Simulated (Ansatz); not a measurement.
Ansatz input file:

```yaml
crystal:
  lattice:
    - [4.6263818529, 0.0, 0.0]
    - [-2.3131909265, 4.0065642123, 0.0]
    - [0.0, 0.0, 7.728792]
  atoms:
    - { symbol: Ca, position: [0.0, 0.0, 0.0] }
    - { symbol: Mn, position: [0.66666667, 0.33333333, 0.620735], spin: 4.58 }
    - { symbol: Mn, position: [0.33333333, 0.66666667, 0.379265], spin: 4.58 }
    - { symbol: Bi, position: [0.66666667, 0.33333333, 0.248809] }
    - { symbol: Bi, position: [0.33333333, 0.66666667, 0.751191] }
basis:
  ecutwfc: 420
kpoints:
  mp_grid: { grid: [12, 12, 6] }
hamiltonian:
  xc: pbesol
scf:
  occupations: { method: gaussian, width: 0.1 }
output:
  forces: true
  stress: true
  eigenvalues: true
  populations: true
  write_density: true
  write_potential: true
  elf: true
  volumetric_format: npy
magnetization:
  spin_polarized: true
relax:
  adjacent_minimum: "off"
  f_tol: 0.005
  max_steps: 80
  cell: { stress_tol: 0.05 }
```

Run as
```bash
ansatz run input.yaml --threads 2 --pin off --max-ram 5120MiB --backend cpu --events-out ev --progress --plain --runs-dir out
```

Method: DFT PBEsol, scalar-relativistic, plane waves, PAW (Ansatz 0.2.0).

From the run's log, abridged:

```
Pseudopotentials: kind: paw
Pseudopotential: Ca, paw, valence charge 10, recommended cutoff 420 eV (normal)
Pseudopotential: Mn, paw, valence charge 15, recommended cutoff 420 eV (normal)
Pseudopotential: Bi, paw, valence charge 15, recommended cutoff 420 eV (normal)
Functional definition: PBEsol
Crystal: 5 atoms, lattice volume = 143.260 Å³
Basis set: ecut = 420 eV, 2791 PW (Γ), exchange–correlation on 64×64×108 points (8 copies of the dense FFT grid, shifted against one another)
Bands: 48, of which v1, the nominal top of the filled ones, is band 35 counted from 1 (34 counted from 0)
Symmetry: 12 space group operations
Space group: P-3m1 (ITA 164), of the structure as read, at distance tolerance 5.2e-5 Å
Magnetic group: BNS 164.85 (UNI 1315), of the structure as read, at distance tolerance 5.2e-5 Å
k-points: 100 of 864
Initial density: superposition of atomic densities (chi_scale 0.1, normalization cell, long waves kept (reshape's long-wave potential 0.06 eV rms))
Starting moments: Σ|m| = 9.16 μB on 2 of 5 sites
Initial wavefunctions: pseudopotential atomic-orbital guess
Functional: x = pbesol(κ = 0.804, μ = 0.12345679), c = pbesol(β = 0.046)
SCF iter   1: F=—  HF=-34015.164173 eV  |F-HF|=—  |Δ(HF+E_count)|=         —  Δρ=2.85e-2 (↑2.85e-2 ↓2.03e-2) dr2=6.06e0  dr2_m=5.47e-2  M=9.366 μB ∫|m|=9.435 μB  β_m=0.30  ethr=3.10e-3  ⟨swp⟩=11.2  Hψ=47607  notcnv=0
Mixer restart at iter 1: flushing history
spin=Collinear: Kerker preconditioning applied to the charge; magnetization (m = ρ↑ − ρ↓) channel mixes plain (no charge-response kernel on spin).
SCF iter   2: F=—  HF=-34014.702591 eV  |F-HF|=—  |Δ(HF+E_count)|=   4.62e-1  Δρ=1.48e-2 (↑1.48e-2 ↓1.37e-2) dr2=2.59e0  dr2_m=6.97e-3  M=9.374 μB ∫|m|=9.437 μB  β_m=0.49  ethr=3.10e-3  ⟨swp⟩=2.6  Hψ=14677  notcnv=0  defer=697
SCF iter   3: F=—  HF=-34014.502851 eV  |F-HF|=—  |Δ(HF+E_count)|=   2.00e-1  Δρ=6.35e-3 (↑3.87e-3 ↓6.35e-3) dr2=2.44e-1  dr2_m=1.14e-2  M=9.310 μB ∫|m|=9.386 μB  β_m=0.63  ethr=3.10e-3  ⟨swp⟩=3.0  Hψ=14493  notcnv=0  defer=695
SCF iter   4: F=—  HF=-34014.516956 eV  |F-HF|=—  |Δ(HF+E_count)|=         —  Δρ=5.10e-3 (↑5.10e-3 ↓2.67e-3) dr2=2.46e-2  dr2_m=1.51e-2  M=9.193 μB ∫|m|=9.295 μB  β_m=0.63  ethr=3.48e-4  ⟨swp⟩=2.7  Hψ=16498  notcnv=0  defer=744
Mixer restart at iter 4: flushing history
SCF iter   5: F=—  HF=-34014.510953 eV  |F-HF|=—  |Δ(HF+E_count)|=   6.00e-3  Δρ=1.81e-3 (↑9.93e-4 ↓1.81e-3) dr2=1.36e-2  dr2_m=1.49e-3  M=9.182 μB ∫|m|=9.285 μB  β_m=0.74  ethr=3.51e-5  ⟨swp⟩=2.0  Hψ=15839  notcnv=0  defer=770
SCF iter   6: F=—  HF=-34014.509800 eV  |F-HF|=—  |Δ(HF+E_count)|=   1.15e-3  Δρ=1.53e-3 (↑1.53e-3 ↓6.58e-4) dr2=6.94e-3  dr2_m=3.90e-4  M=9.193 μB ∫|m|=9.297 μB  β_m=0.76  ethr=1.94e-5  ⟨swp⟩=2.1  Hψ=13238  notcnv=0  defer=763
SCF iter   7: F=—  HF=-34014.508936 eV  |F-HF|=—  |Δ(HF+E_count)|=   8.64e-4  Δρ=3.68e-4 (↑3.48e-4 ↓3.68e-4) dr2=1.72e-3  dr2_m=6.58e-5  M=9.193 μB ∫|m|=9.298 μB  β_m=0.88  ethr=9.92e-6  ⟨swp⟩=2.1  Hψ=14782  notcnv=0  defer=772
SCF iter   8: F=—  HF=-34014.508861 eV  |F-HF|=—  |Δ(HF+E_count)|=   7.55e-5  Δρ=1.43e-4 (↑1.13e-4 ↓1.43e-4) dr2=1.49e-4  dr2_m=1.48e-5  M=9.195 μB ∫|m|=9.300 μB  β_m=0.92  ethr=2.46e-6  ⟨swp⟩=2.0  Hψ=11402  notcnv=0  defer=772
SCF iter   9: F=—  HF=-34014.508878 eV  |F-HF|=—  |Δ(HF+E_count)|=   1.68e-5  Δρ=9.37e-5 (↑3.73e-5 ↓9.37e-5) dr2=1.83e-5  dr2_m=4.02e-6  M=9.191 μB ∫|m|=9.297 μB  β_m=0.96  ethr=2.13e-7  ⟨swp⟩=2.0  Hψ=11162  notcnv=0  defer=772
SCF iter  10: F=—  HF=-34014.508883 eV  |F-HF|=—  |Δ(HF+E_count)|=   5.78e-6  Δρ=1.34e-5 (↑1.27e-5 ↓1.34e-5) dr2=1.70e-6  dr2_m=3.27e-8  M=9.189 μB ∫|m|=9.295 μB  β_m=0.98  ethr=2.61e-8  ⟨swp⟩=2.0  Hψ=11808  notcnv=0  defer=772
SCF iter  11: F=—  HF=-34014.508884 eV  |F-HF|=—  |Δ(HF+E_count)|=   4.03e-7  Δρ=1.29e-5 (↑7.20e-6 ↓1.29e-5) dr2=8.83e-7  dr2_m=1.62e-8  M=9.190 μB ∫|m|=9.296 μB  β_m=0.99  ethr=2.43e-9  ⟨swp⟩=2.0  Hψ=12149  notcnv=0  defer=772
SCF iter  12: F=—  HF=-34014.508884 eV  |F-HF|=—  |Δ(HF+E_count)|=   4.29e-8  Δρ=1.44e-6 (↑1.44e-6 ↓1.32e-6) dr2=1.91e-8  dr2_m=1.64e-10  M=9.189 μB ∫|m|=9.296 μB  β_m=0.99  ethr=1.26e-9  ⟨swp⟩=2.0  Hψ=11707  notcnv=0  defer=772
SCF iter  13: F=-34014.508884 eV  HF=-34014.508884 eV  |F-HF|=1.46e-10  |Δ(HF+E_count)|=  3.86e-10  Δρ=6.85e-7 (↑6.85e-7 ↓5.19e-7) dr2=2.77e-9  dr2_m=1.16e-10  M=9.189 μB ∫|m|=9.296 μB  ethr=2.73e-11  ⟨swp⟩=13.7  Hψ=65143  notcnv=0
SCF 1 converged in 13 iterations: F = -34014.508884 eV  dr2 = 2.77e-9
relax step   1: F+E_penalty+E_count = -34014.50888369 eV  Δ(F+E_penalty+E_count) = +0.000e0 eV  max|allowed force component| = 1.481e-1 eV/Å  Δτ_max = 0.0000 Å  P = -2.409 GPa  Ω = 143.260 Å³  (13 SCF iters, dr2 threshold 1.00e-7 eV, accepted)
Crystal: 5 atoms, lattice volume = 133.836 Å³
Basis set: ecut = 420 eV, 2623 PW (Γ), exchange–correlation on 64×64×108 points (8 copies of the dense FFT grid, shifted against one another)
Initial density: handed on by an earlier stage of this run
Starting moments: Σ|m| = 9.16 μB on 2 of 5 sites; this step starts from the density that it was given
Initial wavefunctions: those handed on with the density
SCF iter   1: F=—  HF=-34014.591412 eV  |F-HF|=—  |Δ(HF+E_count)|=         —  Δρ=8.12e-3 (↑6.56e-3 ↓8.12e-3) dr2=4.42e-2  dr2_m=6.22e-2  M=8.745 μB ∫|m|=8.915 μB  β_m=0.30  ethr=5.87e-5  ⟨swp⟩=1.5  Hψ=42931  notcnv=0
spin=Collinear: Kerker preconditioning applied to the charge; magnetization (m = ρ↑ − ρ↓) channel mixes plain (no charge-response kernel on spin).
SCF iter   2: F=—  HF=-34014.593790 eV  |F-HF|=—  |Δ(HF+E_count)|=   2.38e-3  Δρ=6.20e-3 (↑5.32e-3 ↓6.20e-3) dr2=2.96e-2  dr2_m=3.81e-2  M=8.716 μB ∫|m|=8.895 μB  β_m=0.61  ethr=5.87e-5  ⟨swp⟩=1.0  Hψ=9600  notcnv=0
SCF iter   3: F=—  HF=-34014.592059 eV  |F-HF|=—  |Δ(HF+E_count)|=   1.73e-3  Δρ=7.36e-4 (↑4.18e-4 ↓7.36e-4) dr2=5.54e-3  dr2_m=6.21e-5  M=8.630 μB ∫|m|=8.833 μB  β_m=0.65  ethr=4.23e-5  ⟨swp⟩=2.0  Hψ=14381  notcnv=0
SCF iter   4: F=—  HF=-34014.591123 eV  |F-HF|=—  |Δ(HF+E_count)|=   9.35e-4  Δρ=5.65e-4 (↑4.37e-4 ↓5.65e-4) dr2=9.81e-4  dr2_m=3.15e-5  M=8.641 μB ∫|m|=8.842 μB  β_m=0.63  ethr=7.91e-6  ⟨swp⟩=2.0  Hψ=11577  notcnv=0
SCF iter   5: F=—  HF=-34014.591367 eV  |F-HF|=—  |Δ(HF+E_count)|=   2.44e-4  Δρ=4.17e-4 (↑1.46e-4 ↓4.17e-4) dr2=1.74e-4  dr2_m=7.23e-5  M=8.656 μB ∫|m|=8.855 μB  β_m=0.82  ethr=1.40e-6  ⟨swp⟩=2.1  Hψ=14016  notcnv=0
SCF iter   6: F=—  HF=-34014.591499 eV  |F-HF|=—  |Δ(HF+E_count)|=   1.32e-4  Δρ=8.89e-5 (↑4.82e-5 ↓8.89e-5) dr2=2.40e-5  dr2_m=1.89e-6  M=8.668 μB ∫|m|=8.864 μB  β_m=0.91  ethr=2.48e-7  ⟨swp⟩=2.3  Hψ=14054  notcnv=0
SCF iter   7: F=—  HF=-34014.591500 eV  |F-HF|=—  |Δ(HF+E_count)|=   1.35e-6  Δρ=4.00e-5 (↑2.04e-5 ↓4.00e-5) dr2=7.03e-6  dr2_m=1.87e-7  M=8.670 μB ∫|m|=8.865 μB  β_m=0.95  ethr=3.43e-8  ⟨swp⟩=2.0  Hψ=13753  notcnv=0
SCF iter   8: F=—  HF=-34014.591500 eV  |F-HF|=—  |Δ(HF+E_count)|=   4.05e-7  Δρ=1.66e-5 (↑6.73e-6 ↓1.66e-5) dr2=8.95e-7  dr2_m=1.07e-7  M=8.670 μB ∫|m|=8.866 μB  β_m=0.98  ethr=1.00e-8  ⟨swp⟩=2.0  Hψ=11822  notcnv=0
SCF iter   9: F=—  HF=-34014.591500 eV  |F-HF|=—  |Δ(HF+E_count)|=   6.09e-8  Δρ=9.31e-6 (↑4.71e-6 ↓9.31e-6) dr2=4.19e-7  dr2_m=1.06e-8  M=8.670 μB ∫|m|=8.866 μB  β_m=0.99  ethr=1.28e-9  ⟨swp⟩=1.4  Hψ=9672  notcnv=0
   ...
SCF iter   2: F=—  HF=-34014.612687 eV  |F-HF|=—  |Δ(HF+E_count)|=   8.19e-5  Δρ=3.77e-4 (↑2.77e-4 ↓3.77e-4) dr2=3.43e-4  dr2_m=1.07e-4  M=8.045 μB ∫|m|=8.402 μB  β_m=0.65  ethr=1.60e-6  ⟨swp⟩=2.0  Hψ=11704  notcnv=0
SCF iter   3: F=—  HF=-34014.612689 eV  |F-HF|=—  |Δ(HF+E_count)|=   2.27e-6  Δρ=8.10e-5 (↑6.79e-5 ↓8.10e-5) dr2=2.66e-5  dr2_m=3.63e-6  M=8.043 μB ∫|m|=8.400 μB  β_m=0.81  ethr=4.90e-7  ⟨swp⟩=2.1  Hψ=13540  notcnv=0
SCF iter   4: F=—  HF=-34014.612686 eV  |F-HF|=—  |Δ(HF+E_count)|=   3.24e-6  Δρ=5.55e-5 (↑5.55e-5 ↓1.55e-5) dr2=4.93e-6  dr2_m=1.01e-6  M=8.044 μB ∫|m|=8.400 μB  β_m=0.72  ethr=3.80e-8  ⟨swp⟩=2.4  Hψ=16214  notcnv=0
SCF iter   5: F=—  HF=-34014.612683 eV  |F-HF|=—  |Δ(HF+E_count)|=   2.22e-6  Δρ=1.46e-5 (↑1.46e-5 ↓1.22e-5) dr2=6.40e-7  dr2_m=1.42e-8  M=8.044 μB ∫|m|=8.400 μB  β_m=0.79  ethr=7.04e-9  ⟨swp⟩=2.0  Hψ=16576  notcnv=0
SCF iter   6: F=—  HF=-34014.612684 eV  |F-HF|=—  |Δ(HF+E_count)|=   8.03e-7  Δρ=1.22e-5 (↑7.52e-6 ↓1.22e-5) dr2=1.28e-7  dr2_m=1.02e-7  M=8.044 μB ∫|m|=8.400 μB  β_m=0.89  ethr=9.14e-10  ⟨swp⟩=2.0  Hψ=16520  notcnv=0
SCF iter   7: F=—  HF=-34014.612685 eV  |F-HF|=—  |Δ(HF+E_count)|=   4.12e-7  Δρ=6.93e-6 (↑6.93e-6 ↓6.81e-6) dr2=5.16e-8  dr2_m=4.85e-8  M=8.045 μB ∫|m|=8.401 μB  β_m=0.95  ethr=1.82e-10  ⟨swp⟩=2.1  Hψ=16510  notcnv=0
SCF iter   8: F=-34014.612685 eV  HF=-34014.612685 eV  |F-HF|=1.50e-7  |Δ(HF+E_count)|=   1.06e-7  Δρ=7.39e-6 (↑1.34e-6 ↓7.39e-6) dr2=1.71e-7  dr2_m=1.45e-8  M=8.045 μB ∫|m|=8.401 μB  ethr=7.38e-11  ⟨swp⟩=6.9  Hψ=66087  notcnv=0
SCF 7 converged in 8 iterations: F = -34014.612685 eV  dr2 = 1.71e-7
relax step   7: F+E_penalty+E_count = -34014.61268454 eV  Δ(F+E_penalty+E_count) = -1.026e-3 eV  max|allowed force component| = 1.089e-2 eV/Å  Δτ_max = 0.0087 Å  P = -0.019 GPa  Ω = 130.756 Å³  energy of the carried Pulay correction = +1.893e-3 eV  (8 SCF iters, dr2 threshold 3.59e-7 eV, accepted)
SCF iter   1: F=—  HF=-34014.612685 eV  |F-HF|=—  |Δ(HF+E_count)|=         —  Δρ=2.13e-4 (↑1.30e-4 ↓2.13e-4) dr2=4.26e-5  dr2_m=3.29e-5  M=8.048 μB ∫|m|=8.403 μB  β_m=0.65  ethr=6.40e-8  ⟨swp⟩=2.1  Hψ=40596  notcnv=0
spin=Collinear: Kerker preconditioning applied to the charge; magnetization (m = ρ↑ − ρ↓) channel mixes plain (no charge-response kernel on spin).
SCF iter   2: F=—  HF=-34014.612705 eV  |F-HF|=—  |Δ(HF+E_count)|=   2.04e-5  Δρ=7.41e-5 (↑5.44e-5 ↓7.41e-5) dr2=1.09e-5  dr2_m=4.47e-6  M=8.048 μB ∫|m|=8.403 μB  β_m=0.65  ethr=6.09e-8  ⟨swp⟩=2.0  Hψ=11389  notcnv=0
SCF iter   3: F=—  HF=-34014.612707 eV  |F-HF|=—  |Δ(HF+E_count)|=   1.72e-6  Δρ=1.22e-5 (↑1.02e-5 ↓1.22e-5) dr2=1.07e-6  dr2_m=6.69e-8  M=8.049 μB ∫|m|=8.404 μB  β_m=0.82  ethr=1.56e-8  ⟨swp⟩=2.1  Hψ=15668  notcnv=0
SCF iter   4: F=—  HF=-34014.612707 eV  |F-HF|=—  |Δ(HF+E_count)|=   1.62e-7  Δρ=9.88e-6 (↑9.88e-6 ↓2.37e-6) dr2=1.51e-7  dr2_m=3.61e-8  M=8.048 μB ∫|m|=8.404 μB  β_m=0.70  ethr=1.54e-9  ⟨swp⟩=2.1  Hψ=13735  notcnv=0
SCF iter   5: F=—  HF=-34014.612707 eV  |F-HF|=—  |Δ(HF+E_count)|=   6.72e-8  Δρ=2.76e-6 (↑2.03e-6 ↓2.76e-6) dr2=2.86e-8  dr2_m=8.74e-10  M=8.049 μB ∫|m|=8.404 μB  β_m=0.79  ethr=2.16e-10  ⟨swp⟩=2.0  Hψ=16535  notcnv=0
SCF iter   6: F=—  HF=-34014.612707 eV  |F-HF|=—  |Δ(HF+E_count)|=   3.38e-8  Δρ=2.80e-6 (↑2.29e-6 ↓2.80e-6) dr2=4.66e-9  dr2_m=7.09e-9  M=8.048 μB ∫|m|=8.403 μB  β_m=0.89  ethr=4.09e-11  ⟨swp⟩=2.0  Hψ=16427  notcnv=0
SCF iter   7: F=—  HF=-34014.612707 eV  |F-HF|=—  |Δ(HF+E_count)|=   1.67e-8  Δρ=1.88e-6 (↑1.88e-6 ↓1.20e-6) dr2=1.38e-9  dr2_m=2.40e-9  M=8.048 μB ∫|m|=8.403 μB  β_m=0.93  ethr=6.65e-12  ⟨swp⟩=2.3  Hψ=16890  notcnv=0
SCF iter   8: F=-34014.612707 eV  HF=-34014.612707 eV  |F-HF|=2.02e-9  |Δ(HF+E_count)|=   2.57e-9  Δρ=1.04e-6 (↑2.35e-7 ↓1.04e-6) dr2=2.54e-9  dr2_m=3.78e-10  M=8.048 μB ∫|m|=8.403 μB  ethr=1.97e-12  ⟨swp⟩=6.0  Hψ=56707  notcnv=0
SCF 8 converged in 8 iterations: F = -34014.612707 eV  dr2 = 2.54e-9
relax step   8: F+E_penalty+E_count = -34014.61270661 eV  Δ(F+E_penalty+E_count) = -2.207e-5 eV  max|allowed force component| = 1.277e-3 eV/Å  Δτ_max = 0.0019 Å  P = -0.013 GPa  Ω = 130.756 Å³  energy of the carried Pulay correction = +1.893e-3 eV  (8 SCF iters, dr2 threshold 7.41e-9 eV, accepted)
Basis set: ecut = 420 eV, 2577 PW (Γ), exchange–correlation on 60×60×108 points (8 copies of the dense FFT grid, shifted against one another)
Initial wavefunctions: pseudopotential atomic-orbital guess (no wavefunctions were taken with the density)
SCF iter   1: F=—  HF=-34014.610761 eV  |F-HF|=—  |Δ(HF+E_count)|=         —  Δρ=7.88e-5 (↑5.55e-5 ↓7.88e-5) dr2=9.79e-6  dr2_m=1.13e-6  M=8.049 μB ∫|m|=8.404 μB  β_m=0.65  ethr=1.39e-6  ⟨swp⟩=3.0  Hψ=68829  notcnv=0
spin=Collinear: Kerker preconditioning applied to the charge; magnetization (m = ρ↑ − ρ↓) channel mixes plain (no charge-response kernel on spin).
SCF iter   2: F=—  HF=-34014.610769 eV  |F-HF|=—  |Δ(HF+E_count)|=   7.73e-6  Δρ=3.03e-5 (↑2.04e-5 ↓3.03e-5) dr2=1.80e-6  dr2_m=1.59e-7  M=8.049 μB ∫|m|=8.404 μB  β_m=0.64  ethr=1.40e-8  ⟨swp⟩=2.0  Hψ=15814  notcnv=0
SCF iter   3: F=—  HF=-34014.610771 eV  |F-HF|=—  |Δ(HF+E_count)|=   1.78e-6  Δρ=9.91e-6 (↑5.59e-6 ↓9.91e-6) dr2=2.20e-7  dr2_m=8.29e-9  M=8.049 μB ∫|m|=8.404 μB  β_m=0.75  ethr=2.58e-9  ⟨swp⟩=2.0  Hψ=11128  notcnv=0
SCF iter   4: F=—  HF=-34014.610772 eV  |F-HF|=—  |Δ(HF+E_count)|=   8.06e-7  Δρ=1.27e-5 (↑6.88e-6 ↓1.27e-5) dr2=1.88e-7  dr2_m=1.08e-7  M=8.049 μB ∫|m|=8.404 μB  β_m=0.87  ethr=3.15e-10  ⟨swp⟩=2.0  Hψ=16287  notcnv=0
SCF iter   5: F=—  HF=-34014.610772 eV  |F-HF|=—  |Δ(HF+E_count)|=   3.35e-7  Δρ=1.26e-5 (↑2.07e-6 ↓1.26e-5) dr2=3.52e-7  dr2_m=5.74e-8  M=8.049 μB ∫|m|=8.403 μB  β_m=0.94  ethr=2.69e-10  ⟨swp⟩=1.0  Hψ=9600  notcnv=0
SCF iter   6: F=—  HF=-34014.610772 eV  |F-HF|=—  |Δ(HF+E_count)|=   5.68e-7  Δρ=3.63e-6 (↑2.27e-6 ↓3.63e-6) dr2=4.33e-8  dr2_m=8.81e-9  M=8.048 μB ∫|m|=8.403 μB  β_m=0.91  ethr=2.69e-10  ⟨swp⟩=2.3  Hψ=16798  notcnv=0
SCF iter   7: F=—  HF=-34014.610773 eV  |F-HF|=—  |Δ(HF+E_count)|=   1.36e-8  Δρ=2.10e-6 (↑1.28e-6 ↓2.10e-6) dr2=2.24e-8  dr2_m=3.00e-10  M=8.048 μB ∫|m|=8.403 μB  β_m=0.96  ethr=6.18e-11  ⟨swp⟩=2.2  Hψ=12939  notcnv=0
SCF iter   8: F=—  HF=-34014.610773 eV  |F-HF|=—  |Δ(HF+E_count)|=   2.08e-8  Δρ=1.98e-7 (↑1.09e-7 ↓1.98e-7) dr2=3.38e-10  dr2_m=8.74e-12  M=8.048 μB ∫|m|=8.403 μB  β_m=0.98  ethr=3.20e-11  ⟨swp⟩=2.3  Hψ=15421  notcnv=0
SCF iter   9: F=—  HF=-34014.610772 eV  |F-HF|=—  |Δ(HF+E_count)|=   5.59e-7  Δρ=1.01e-7 (↑7.93e-8 ↓1.01e-7) dr2=2.49e-11  dr2_m=5.66e-12  M=8.048 μB ∫|m|=8.403 μB  β_m=0.99  ethr=1.00e-12  ⟨swp⟩=2.0  Hψ=16151  notcnv=0
SCF iter  10: F=-34014.610772 eV  HF=-34014.610772 eV  |F-HF|=1.46e-11  |Δ(HF+E_count)|=  1.46e-11  Δρ=2.62e-8 (↑1.08e-8 ↓2.62e-8) dr2=2.35e-12  dr2_m=1.58e-13  M=8.048 μB ∫|m|=8.403 μB  ethr=1.00e-12  ⟨swp⟩=5.0  Hψ=42012  notcnv=0
SCF 9 converged in 10 iterations: F = -34014.610772 eV  dr2 = 2.35e-12
WARN: an SCF from antiferromagnetic starting moments (0.00, -4.58, 4.58, 0.00, 0.00 Bohr magnetons, atom by atom) was not made, by what the run has read of turns of its moments that order reads lower: the deck asks for what bars it, or types moments that do (magnetization.spin_polarized, in the input reference, names some of the keys), or the run goes by scf.lower_state_search: light, the default, which as a rule tries one only behind a close that has lost an order of both signs, or on which an open d or half-filled 4f shell of a PAW file has lost a moment that was set nearer to Hund's than to what is left; or, under a Hubbard U, one that names an f shell that the input leaves bare beside gi ...
SCF converged after 10 iterations
Magnetization: 8.0479 μB (39.0239 up, 30.9761 down)
Absolute magnetization: 8.4079 μB (∫|ρ↑−ρ↓|, with the PAW one-centre terms)
Spin contamination: 0.2539 ħ² per cell (⟨S²⟩ above its minimum at these occupations)
Per-site moments (μB) at R_I (Å): [(0.03258442, 1.32807589), (3.78405810, 1.13978572), (3.78405810, 1.13978572), (-0.04205876, 1.13978572), (-0.04205876, 1.13978572)]
Free energy (F): -34014.610772 eV
Harris-Foulkes:  -34014.610772 eV  (|F-HF|=1.46e-11)
Internal energy: -34014.578996 eV  (E = F + TS)
E sigma→0 (E₀):  -34014.594884 eV
Entropy (-TS):   -0.031776 eV (-6.355 meV/atom)
Fermi energy:    10.206366 eV
--- Per-component energies (eV) ---
  E_band       = -940.273562
  E_kinetic    = 1490.650617
  E_local      = -9325.239412  (includes V_loc(G=0)·N_el)
  E_nonlocal   = 1687.603356
  E_hartree    = 3600.904580
  E_xc         = -656.247884
  E_vxc        = -741.617279  (∫ρ·V_xc dr)
  E_paw        = -24409.599845  (= ΣΔE_a)
  E_vpaw       = -1253.478968  (= ΣTr[D̂ρ^β])
  E_aug_tail   = -0.000934  (compensation charges beyond the density's cutoff)
  E_ewald      = -6403.287074
  E_core_change = 0.637599  (= ΣΔE_core)
  E_smearing   = -0.031776  (= −TS)
--- Forces (eV/Å), atoms counted from 1 ---
  atom   1  Ca     0.00000000     0.00000000     0.00000000
  atom   2  Mn     0.00000000     0.00000000     0.00103621
  atom   3  Mn     0.00000000     0.00000000    -0.00103621
  atom   4  Bi     0.00000000     0.00000000     0.00015707
  atom   5  Bi     0.00000000     0.00000000    -0.00015707
--- Stress (GPa, compression-positive) ---
       -0.012131       0.000000       0.000000
        0.000000      -0.012131       0.000000
        0.000000       0.000000      -0.013730
  P = ⅓ Tr σ = -0.0127 GPa (-0.127 kbar)
--- Band table (eV; the first three rows and the last of 200) ---
  k-point 0 ↑: bands = ["-70.7677", "-70.7622", "-39.6878", "-39.6878", "-39.6664", "-39.6664", "-39.6031", "-39.5861", "-31.1921", "-12.3881", "-12.3881", "-12.3183", "-12.1641", "-12.1641", "-12.1404", "-12.1330", "-12.1076", "-12.1076", "-12.1065", "-12.1065", "-12.0572", "-12.0572", "-1.5947", "-0.8494", "5.1679", "6.6083", "6.7165", "6.7165", "6.8399", "6.8399", "7.6097", "7.6097", "7.9127", "8.0972", "8.0972", "10.3349", "10.3349", "10.9996", "11.0282", "11.9214", "11.9214", "12.3107", "12.7371", "12.8348", "12.8348", "13.5830", "13.5830", "15.5590"]
  k-point 1 ↑: bands = ["-70.7677", "-70.7622", "-39.6878", "-39.6878", "-39.6664", "-39.6664", "-39.6031", "-39.5861", "-31.1921", "-12.3882", "-12.3882", "-12.3182", "-12.1638", "-12.1638", "-12.1411", "-12.1324", "-12.1074", "-12.1074", "-12.1065", "-12.1065", "-12.0575", "-12.0575", "-1.5556", "-0.9053", "5.2870", "6.5661", "6.7029", "6.7029", "6.8479", "6.8479", "7.6208", "7.6208", "7.9165", "8.0940", "8.0940", "10.0603", "10.3902", "10.3902", "11.7299", "11.7299", "12.0033", "12.3791", "12.7437", "12.8468", "12.8468", "13.8016", "13.8016", "15.4174"]
  k-point 2 ↑: bands = ["-70.7677", "-70.7622", "-39.6878", "-39.6878", "-39.6664", "-39.6664", "-39.6031", "-39.5861", "-31.1921", "-12.3884", "-12.3884", "-12.3180", "-12.1632", "-12.1632", "-12.1422", "-12.1315", "-12.1071", "-12.1071", "-12.1066", "-12.1066", "-12.0582", "-12.0582", "-1.4490", "-1.0447", "5.5864", "6.4254", "6.6799", "6.6799", "6.8604", "6.8604", "7.6427", "7.6427", "7.9280", "8.0875", "8.0875", "9.3642", "10.5418", "10.5418", "11.3746", "11.3746", "12.2603", "12.6674", "12.8475", "12.8475", "13.1586", "14.2833", "14.2833", "15.2267"]
  k-point 99 ↓: bands = ["-66.7908", "-66.7908", "-35.7706", "-35.7706", "-35.7474", "-35.7251", "-35.7251", "-35.7148", "-31.1709", "-12.4112", "-12.3624", "-12.3624", "-12.1693", "-12.1431", "-12.1431", "-12.1293", "-12.1293", "-12.1178", "-12.1158", "-12.0760", "-12.0760", "-12.0382", "-0.5018", "-0.5018", "6.4081", "6.4081", "6.9494", "7.1967", "8.3585", "8.3585", "9.9392", "10.3319", "10.3319", "10.4686", "11.2618", "11.4412", "11.4412", "11.7684", "11.7684", "12.1951", "13.1307", "13.1307", "13.4038", "14.5367", "14.5367", "14.8210", "14.8210", "15.1339"]
--- Relaxed structure (8 steps of the walk, 8 accepted, 1 SCFs on fresh bases) ---
  F+E_penalty+E_count = -34014.61077197 eV   max|allowed force component| = 1.036e-3 eV/Å   (the final SCF, on the basis selected at the relaxed cell)
  cell:  # Å, volume = 130.7557 Å³
    - [4.38485036, 0.0, 0.0]
    - [-2.19242518, 3.79739181, 0.0]
    - [0.0, 0.0, 7.85272612]
  atoms:
    - { symbol: Ca, position: [0.0, 0.0, 0.0] }
    - { symbol: Mn, position: [0.66666666, 0.33333333, 0.60570039] }
    - { symbol: Mn, position: [0.33333333, 0.66666666, 0.39429960] }
    - { symbol: Bi, position: [0.66666666, 0.33333333, 0.25330672] }
    - { symbol: Bi, position: [0.33333333, 0.66666666, 0.74669327] }
--- Löwdin populations: 5 sites ---
  site symbol q [e]    m [muB]
     0     Ca      8.4334     0.0208
     1     Mn     14.2695     4.0148
     2     Mn     14.2695     4.0148
     3     Bi     16.1446    -0.0464
     4     Bi     16.1446    -0.0464
  spilling = 0.010548 (of n_electrons = 70.000000)
```

The relaxation met its thresholds.

The run took 4.3 min on 2 threads of Intel(R) Xeon(R) 6975P-C (Granite Rapids), with other jobs on the host, peak memory 1.2 GiB.

The state reached may not be the lowest one. Spin-orbit coupling is left out, which matters for the bands of heavy elements. The program reads another magnetic order as possibly lower. Only parallel moments were tried here.